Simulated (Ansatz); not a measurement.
LaSi$_{2}$Ru$_{2}$ in space group I4/mmm (No. 139; La on 2a, Si on 4e, Ru on 4d), PBE (plane waves, PAW; program Ansatz), all energies at zero smearing, with the estimated change up to a 700 eV cutoff added, with one set of potentials and settings (totals compare only within such a set). Cell of 5 atoms (1 La, 2 Si, 2 Ru): -19283.748 eV.

```csv
element,reference phase,E (eV/atom)
La,"P6_3/mmc, 4 atoms in the cell",-6250.3045
Si,"Fd-3m, 2 atoms in the cell",-635.8114
Ru,"P6_3/mmc, 2 atoms in the cell",-5878.7331
```

Formation energy per atom, worked out: (-19283.748 − 1×(-6250.3045) − 2×(-635.8114) − 2×(-5878.7331))/5 = -0.871 eV/atom (-84 kJ per mol of atoms), at 0 K, without zero-point energy or fitted corrections.

The first step of the workflow began from a Materials Project structure, measured or hypothetical; the Crystallography Open Database files this formula in space group No. 139, but the cells were not matched. Its standing as an ambient phase is unchecked. Symmetry was held in the PBE relaxation; whether a distortion lowers the energy is not shown. No spin polarisation was allowed. The references are the lowest solids computed at this level, not always the standard phases. Spin–orbit coupling is left out wherever it is not named.

Potentials: the earlier of the program's two PAW sets.
